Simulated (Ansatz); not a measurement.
Rb:
```yaml
crystal:
  lattice:
    - [4.62340, 0.00000, 0.00000]
    - [0.00000, 4.62340, 0.00000]
    - [0.00000, 0.00000, 4.62340]
  atoms:
    - { symbol: Rb, position: [0.00000, 0.00000, 0.00000] }
```

Relaxed with PBE.

### Question
List the phonon frequencies at the special points (DFPT on a 3×3×3 q-mesh, Fourier-interpolated; the program Ansatz at the PBE level (PAW)).

### Answer
In cm⁻¹.

```csv
q,frequencies
Γ,0 0 0
X,19i 19i 48
M,26i 49 49
R,45 45 45
```

Space group Pm-3m (simple cubic). A made-up cell: these elements were put on the sites of a structure type; neither database checked (COD, Materials Project) lists it. It is not the phase usual at ambient conditions (space group No. 229). The cell was relaxed with PBE under the symmetry of its start. At this level the phase is mechanically unstable. As this level gives no gap, phonon frequencies hold no LO–TO term and depend on the k-mesh and smearing (Fermi–Dirac, 0.1 eV here).

Potentials: the later of the program's two PAW sets.
